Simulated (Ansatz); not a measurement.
CoSi₂:
```
CoSi2
1.0
    0.00000     2.65748     2.65748
    2.65748     0.00000     2.65748
    2.65748     2.65748     0.00000
Co Si
1 2
Cartesian
  0.00000   0.00000   0.00000
  1.32874   1.32874   1.32874
  3.98622   3.98622   3.98622
```

Relaxed with r²SCAN.

Which orbitals make up the states near the Fermi level in r²SCAN (plane waves, PAW; program Ansatz)?

Within 0.5 eV of the Fermi level: Co 3d 44 %, Si 3p 42 %, outside the projected shells 9 %. Projections are on Löwdin-orthogonalised atomic valence shells; empty p or d shells of many metals are not among them.

Tabulate the density of states.

States/eV per cell of 3 atoms, in 0.25 eV bins, energy from the Fermi level.

```tsv
E (eV)	total	Co 3d	Si 3p	Si 3s
-7.85	0.63	0.09	0.21	0.31
-7.60	0.69	0.10	0.26	0.30
-7.35	0.67	0.12	0.26	0.27
-7.10	0.77	0.14	0.32	0.27
-6.85	0.81	0.16	0.35	0.26
-6.60	0.78	0.15	0.38	0.21
-6.35	0.72	0.14	0.38	0.16
-6.10	0.75	0.15	0.43	0.13
-5.85	0.80	0.17	0.47	0.12
-5.60	0.84	0.19	0.51	0.11
-5.35	0.92	0.22	0.56	0.10
-5.10	1.03	0.26	0.63	0.09
-4.85	1.19	0.33	0.71	0.09
-4.60	1.48	0.47	0.86	0.09
-4.35	2.67	1.08	1.42	0.09
-4.10	2.77	1.20	1.41	0.09
-3.85	2.88	1.41	1.34	0.07
-3.60	1.70	0.82	0.79	0.05
-3.35	1.36	0.69	0.57	0.05
-3.10	1.93	1.14	0.62	0.08
-2.85	1.46	0.92	0.43	0.05
-2.60	1.45	1.01	0.34	0.03
-2.35	2.26	1.73	0.41	0.02
-2.10	3.83	3.20	0.39	0.03
-1.85	5.20	4.55	0.38	0.04
-1.60	4.25	3.81	0.21	0.04
-1.35	2.81	2.29	0.30	0.05
-1.10	2.40	1.69	0.52	0.05
-0.85	2.54	1.60	0.73	0.05
-0.60	2.47	1.33	0.92	0.05
-0.35	1.50	0.72	0.61	0.04
-0.10	1.09	0.48	0.46	0.04
0.15	0.84	0.34	0.37	0.04
0.40	0.66	0.25	0.30	0.03
0.65	0.53	0.18	0.24	0.03
0.90	0.43	0.13	0.20	0.03
1.15	0.35	0.10	0.16	0.03
1.40	0.30	0.07	0.13	0.05
1.65	0.22	0.05	0.10	0.03
1.90	0.43	0.16	0.09	0.13
2.15	1.00	0.44	0.15	0.35
2.40	1.47	0.57	0.32	0.47
2.65	1.82	0.57	0.54	0.55
2.90	2.02	0.49	0.72	0.61
3.15	1.26	0.27	0.48	0.36
3.40	0.69	0.14	0.23	0.12
3.65	0.42	0.08	0.11	0.03
3.90	1.36	0.31	0.66	0.09
4.15	2.58	0.53	1.32	0.24
4.40	1.88	0.30	0.92	0.20
4.65	1.39	0.19	0.70	0.15
```

Space group Fm-3m (fluorite or antifluorite type). Symmetry was held in the r²SCAN relaxation; of distortions, only those at the zone centre were tested. The workflow began spin-polarised and lost its moments.

Potentials: the later of the program's two PAW sets.
